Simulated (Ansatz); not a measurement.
PtS$_{2}$ (CdI2 type)

```
PtS2
1.0
    3.55931     0.00000     0.00000
   -1.77966     3.08245     0.00000
    0.00000     0.00000     4.38472
Pt S
1 2
Cartesian
  0.00000   0.00000   0.00000
  1.77966   1.02748   1.18905
  0.00000   2.05497   3.19568
```

The slice is a (0001) plane (indices of the conventional cell) through the point (0.000, 0.000, 0.000) (fractional), spanned by u = [110] and v = [1 -1 0] in vectors of this cell: u (3.56 Å) and v (6.16 Å, at 90° to u). It covers one period; positions are fractions (u, v).

Computed with PBEsol-D3(BJ) (plane waves to 420 eV, PAW, scalar-relativistic; Ansatz, a first-principles code). k mesh 15×15×11. These are valence fields of a PAW run, semicore shells included where kept as valence: close to a nucleus they are smooth pseudo fields. PtS2 is run without spin polarisation. PtS2 was relaxed with its symmetry unable to fall. Spin-orbit coupling is left out, though Pt is heavy.

Q: Predict the map of the electron localisation function (ELF) on the slice.

A: 
```
|xxxx@@==::......::==@@xx|
|@@%%++--------------++%%|
|====::::--======--::::==|
|--::..  ..--==--..  ..::|
|==::      ::==::      ::|
|==--..  ..::--::..  ..--|
|====--::::======::::--==|
|--------++%%@@%%++------|
|....::==@@xxxxxx@@==::..|
|    ::++@@xxxxxx@@++::  |
|....::==@@xxxxxx@@==::..|
|--------++%%@@%%++------|
|====--::::======::::--==|
|==--..  ..::--::..  ..--|
|==::      ::==::      ::|
|--::..  ..--==--..  ..::|
|====::::--======--::::==|
|@@%%++--------------++%%|
|xxxx@@==::......::==@@xx|
|xxxx@@++::      ::++@@xx|
```
Scale: ten equal steps from 0.14 (start of ' ') to 0.64 (end of '@'), in the order ' .:-=+*#%@'. Values: electron localisation function (ELF). The map has 12 points along u (two characters each, u = 0 at the left) and 20 along v (v = 0 in the bottom row). Points within 0.5 Å of a nucleus are blanked (x), as the pseudised field means little there.
